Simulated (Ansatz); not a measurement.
Task: AlPd3N (anti-perovskite, space group No. 221) is relaxed with r²SCAN in the plane-wave PAW code Ansatz. What lattice parameters of the conventional cell result?

Result: a = 4.104 Å.

Task: Is it a metal or does it have a gap at this level?

Result: No gap at this level.

Space group Pm-3m (anti-perovskite). The start of the workflow was typed in or built on a structure type; neither database checked (COD, Materials Project) lists it. Whether it is the stable phase at ambient conditions was not checked. Symmetry was held in the r²SCAN relaxation; whether a distortion lowers the energy is not shown. The run is not spin-polarised. The volume moved by 16 % from the start of the relaxation. Spin–orbit coupling is left out wherever it is not named.

Potentials: the later of the program's two PAW sets.
